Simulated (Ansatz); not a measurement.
# Contact densities of Sb against volume

```xyz
2
Lattice="3.3690 0.0000 0.0000 -1.6845 2.9176 0.0000 0.0000 0.0000 5.3300" Properties=species:S:1:pos:R:3 pbc="T T T"
Sb    0.0000    1.9451    1.3325
Sb    1.6845    0.9725    3.9975
```

Atoms are numbered in the order listed.

The cell is COD entry 1539203, as deposited and not checked against the literature; nothing was relaxed.

Spin–orbit coupling is left out, though it moves levels of the heavy atoms by tenths of an eV or more.

The calculation used DFT, LDA, all-electron PAW with datasets made for the crystal, scalar-relativistic in Ansatz 0.2.0.

The runs use a Γ-centred 12×12×7 k mesh, Fermi–Dirac smearing of 0.03 eV, cutoff 160 eV (chosen by the program for this cell), no spin polarisation.

The contact density is the mean electron density over the nuclear volume; its changes set Mössbauer isomer shifts. Changes below are taken from the unscaled cell, where it is 1.34466e+06 e/Å³ at Sb1.

Volumes at which the program chose other datasets or cutoffs are left out.

```json
{"V/V(cell)": "0.9900", "P (GPa)": "-0.7", "Δρ(0) Sb1 (e/Å³)": "-0.20"}
{"V/V(cell)": "1.0000", "P (GPa)": "-1.3", "Δρ(0) Sb1 (e/Å³)": "0.00"}
{"V/V(cell)": "1.0100", "P (GPa)": "-2.0", "Δρ(0) Sb1 (e/Å³)": "0.19"}
{"V/V(cell)": "1.0200", "P (GPa)": "-2.6", "Δρ(0) Sb1 (e/Å³)": "?"}
{"V/V(cell)": "1.0400", "P (GPa)": "-3.7", "Δρ(0) Sb1 (e/Å³)": "?"}
{"V/V(cell)": "1.0600", "P (GPa)": "-4.7", "Δρ(0) Sb1 (e/Å³)": "?"}
```

Problem. What belongs in the row "1.0200", column "Δρ(0) Sb1 (e/Å³)"?

Solution. 0.39.

Problem. What belongs in the row "1.0600", column "Δρ(0) Sb1 (e/Å³)"?

Solution. 0.53.

Problem. Fill in "Δρ(0) Sb1 (e/Å³)" for the row "1.0400".

Solution. 0.25.

The datasets are made afresh for each cell, so very small changes are uncertain. Scalar relativity leaves out the p1/2 density at heavy nuclei.
